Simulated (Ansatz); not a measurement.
CaZn: where the heat goes in a short trajectory

The calculation used DFT PBEsol, scalar-relativistic, plane waves, PAW in Ansatz. Settings: plane waves to 420 eV, k-mesh 2×2×2 (shifted by 0.5, 0.5, 0.5 steps), Fermi–Dirac smearing 0.05 eV. The mesh is coarse. No spin polarisation.

16 atoms start on the lattice sites below (V = 388.6 Å³, 1.00 times the source cell's; static pressure -1.18 GPa, largest force component 0.00 eV/Å) with velocities drawn for 200 K; Langevin thermostat aiming at the same temperature, fixed cell, 53 steps of 6 fs.

```
CELL_PARAMETERS angstrom
0.00000 0.00000 7.29737
7.29737 0.00000 0.00000
0.00000 7.29737 0.00000
ATOMIC_POSITIONS crystal
Ca 0.00000 0.00000 0.00000
Ca 0.50000 0.00000 0.00000
Ca 0.00000 0.00000 0.50000
Ca 0.50000 0.00000 0.50000
Ca 0.00000 0.50000 0.00000
Ca 0.50000 0.50000 0.00000
Ca 0.00000 0.50000 0.50000
Ca 0.50000 0.50000 0.50000
Zn 0.25000 0.25000 0.25000
Zn 0.75000 0.25000 0.25000
Zn 0.25000 0.25000 0.75000
Zn 0.75000 0.25000 0.75000
Zn 0.25000 0.75000 0.25000
Zn 0.75000 0.75000 0.25000
Zn 0.25000 0.75000 0.75000
Zn 0.75000 0.75000 0.75000
```

```csv
t (fs),T (K),kinetic energy (meV/atom),potential energy over the first frame (meV/atom),P with the kinetic part (GPa)
0.0,188,24.2,0.0,-1.07
18.0,128,16.5,2.7,-1.06
36.0,192,24.8,5.2,-0.97
54.0,203,26.2,9.0,-0.89
72.0,159,20.6,14.6,-0.82
90.0,236,30.6,22.5,-0.64
108.0,137,17.7,25.4,-0.65
126.0,261,33.7,23.8,-0.61
144.0,270,35.0,20.3,-0.63
162.0,351,45.4,20.2,-0.53
180.0,190,24.5,26.0,-0.48
198.0,220,28.5,27.8,-0.45
216.0,242,31.2,26.0,-0.49
234.0,191,24.7,21.8,-0.60
252.0,200,25.9,22.2,-0.57
270.0,177,22.9,24.3,-0.55
288.0,161,20.8,23.8,-0.60
306.0,164,21.2,22.6,-0.65
```

T counts 3N degrees of freedom. Means over every step of the second half, not only the rows shown: T = 205 K, kinetic energy 26.6 meV/atom, potential energy 23.9 meV/atom, P = -0.55 GPa.

Q: Does the potential energy follow equipartition for harmonic vibrations?

A: In a harmonic crystal each vibration holds as much potential as kinetic energy on average; T is counted on all 3N degrees of freedom here, and the thermostat also drives the centre of mass, which has no potential energy, so the share is (N − 1)/N of the kinetic energy, 24.9 meV/atom. The run has 23.9, a ratio of 0.96. That is near one, as for a crystal vibrating about its sites. The time step adds a little: a Verlet scheme lowers a mode's mean kinetic energy against its potential energy by the factor 1 − (ωΔt)²/4. So short a run gives a rough mean. Electronic entropy is part of the potential energy at this smearing.

Q: Split the rise of pressure into the kinetic part and the rest. Can a thermal Grüneisen parameter be estimated?

A: The program counts the kinetic part as N k_B T/V = 0.12 GPa. The pressure lies 0.63 GPa over the static one in all, so the forces add 0.51 GPa. For a harmonic mode with ω ∝ V^(−γ) and an amplitude that scales with the cell, the forces add (2γ − 2/3)U/V, which needs no equipartition; when U equals the kinetic energy K, this and the kinetic part 2K/(3V) sum to the Mie–Grüneisen γE_th/V. With U = N × 23.9 meV, γ = 1/3 + V ΔP_forces/(2U) = 1.97, for harmonic vibrations a mean over the modes weighted by their potential energy, for uniform scaling of the cell (in a layered or otherwise anisotropic crystal this differs from γ under hydrostatic pressure). Most solids fall between 1 and 3, and tetrahedral, framework and layered ones often lower; anharmonic motion and pressure swings in a cell of 16 atoms make this value uncertain by tenths or more.